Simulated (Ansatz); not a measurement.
Consider the following.

Ga:
```yaml
crystal:
  lattice:
    - [-1.40026, 1.40026, 2.26039]
    - [1.40026, -1.40026, 2.26039]
    - [1.40026, 1.40026, -2.26039]
  atoms:
    - { symbol: Ga, position: [0.00000, 0.00000, 0.00000] }
```

This is the PBEsol-relaxed structure. Tensor components refer to the Cartesian frame of this cell.

Q: All from the program Ansatz at the PBEsol level (PAW), unless another level is named. Give the Poisson's ratio.

A: 0.43.

Q: And the elastic constants (relaxed ions, GPa)?

A: C11 = 87.7, C12 = 42.3, C13 = 52.5, C33 = 68.4, C44 = 3.6, C66 = 14.1.

Space group I4/mmm (body-centred tetragonal). The first step of the workflow began from a Materials Project structure, measured or hypothetical; the Crystallography Open Database copy checked does not list it. It is not the phase usual at ambient conditions (space group No. 64). The PBEsol relaxation kept the symmetry of its start; its stability against distortions is not shown here. As this level gives no gap, shear constants depend on the k-mesh and smearing (Fermi–Dirac, 0.1 eV here).

Potentials: the earlier of the program's two PAW sets.
